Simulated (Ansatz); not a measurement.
Co5Ge7:
```yaml
crystal:
  lattice:
    - [-3.81816, 3.81816, 2.90301]
    - [3.81816, -3.81816, 2.90301]
    - [3.81816, 3.81816, -2.90301]
  atoms:
    - { symbol: Ge, position: [0.27918, 0.70867, 0.00000] }
    - { symbol: Ge, position: [0.27918, 0.27918, 0.57051] }
    - { symbol: Ge, position: [0.70867, 0.27918, 0.00000] }
    - { symbol: Ge, position: [0.70867, 0.70867, 0.42949] }
    - { symbol: Ge, position: [0.07929, 0.57929, 0.50000] }
    - { symbol: Ge, position: [0.57929, 0.07929, 0.50000] }
    - { symbol: Ge, position: [0.10073, 0.10073, 0.00000] }
    - { symbol: Co, position: [0.82065, 0.57879, 0.75814] }
    - { symbol: Co, position: [0.06250, 0.82065, 0.24186] }
    - { symbol: Co, position: [0.82065, 0.06250, 0.24186] }
    - { symbol: Co, position: [0.57879, 0.82065, 0.75814] }
    - { symbol: Co, position: [0.49636, 0.49636, 0.00000] }
```

Relaxed with PBE. Special points in fractions of this cell's reciprocal vectors: Γ (0.000, 0.000, 0.000); X (0.000, 0.000, 0.500); M (-0.500, 0.500, 0.500); Z (0.395, 0.395, -0.395); Z0 (-0.395, 0.605, 0.395); P (0.250, 0.250, 0.250); N (0.000, 0.500, 0.000).

Question: List the band energies nearest the Fermi level at these points for DFT-PBE in the program Ansatz with PAW potentials.

Answer: In eV from the Fermi level; about four levels below and three above (degenerate sets whole), none deeper than 8.9 eV; points with the same levels are listed once.

```tsv
k	below	above
Γ	-0.49 -0.49 -0.45 -0.40	0.05 0.42 0.42
X	-0.49 -0.09 -0.04 -0.03	0.39 0.72 0.73
M	-0.96 -0.95 -0.71 -0.27	0.61 0.61 0.84
Z	-1.01 -0.95 -0.89 -0.72	0.11 0.88 0.88
P	-0.69 -0.60 -0.23 -0.23	0.51 1.12 1.12
N	-0.55 -0.42 -0.23 -0.10	0.82 1.12 1.33
```

Space group I4mm. The start of the workflow was typed in or built on a structure type; neither database checked (COD, Materials Project) lists it. Its standing as an ambient phase is unchecked. The PBE relaxation kept the symmetry of its start; its stability against distortions is not shown here. The workflow began spin-polarised and lost its moments. Scalar-relativistic: spin–orbit coupling is off unless named, which matters more the heavier the elements.

Potentials: the later of the program's two PAW sets.
